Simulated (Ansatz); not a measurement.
Given:

TaCo3:
```cif
data_Co27Ta9
_chemical_formula_sum 'Ta9 Co27'
_space_group_name_H-M_alt 'R-3m :H'
_space_group_IT_number 166
_space_group_name_Hall '-R 3 2"'
_cell_length_a 5.09240
_cell_length_b 5.09240
_cell_length_c 18.51143
_cell_angle_alpha 90.000
_cell_angle_beta 90.000
_cell_angle_gamma 120.000
loop_
_atom_site_label
_atom_site_type_symbol
_atom_site_symmetry_multiplicity
_atom_site_Wyckoff_symbol
_atom_site_fract_x
_atom_site_fract_y
_atom_site_fract_z
_atom_site_occupancy
Ta1 Ta 3 a 0.00000 0.00000 0.00000 1
Ta2 Ta 6 c 0.00000 0.00000 0.21868 1
Co1 Co 9 e 0.00000 0.50000 0.00000 1
Co2 Co 18 h 0.17598 0.35196 0.11013 1
```
(The calculation used a cell of 12 atoms; values per cell refer to that cell.)

This is the PBEsol-relaxed structure.

Problem. All from PBEsol (plane waves, PAW; program Ansatz), unless another level is named. Estimate the formation energy from the elements (no fitted shifts).

Solution. -0.28 eV/atom.

Problem. Next, the density of states at the Fermi level?

Solution. 0.82 states/eV per atom (mean over ±0.08 eV).

The workflow started from a Materials Project entry (that database holds measured and hypothetical structures alike); the Crystallography Open Database files this formula in space group No. 166, but the cells were not matched. Whether it is the stable phase at ambient conditions was not checked. The cell was relaxed with PBEsol under the symmetry of its start; its stability against distortions is not shown here. No spin polarisation was allowed. The references are the lowest solids computed at this level, not always the standard phases. Scalar-relativistic: spin–orbit coupling is off unless named, which matters more the heavier the elements.

Potentials: the later of the program's two PAW sets.
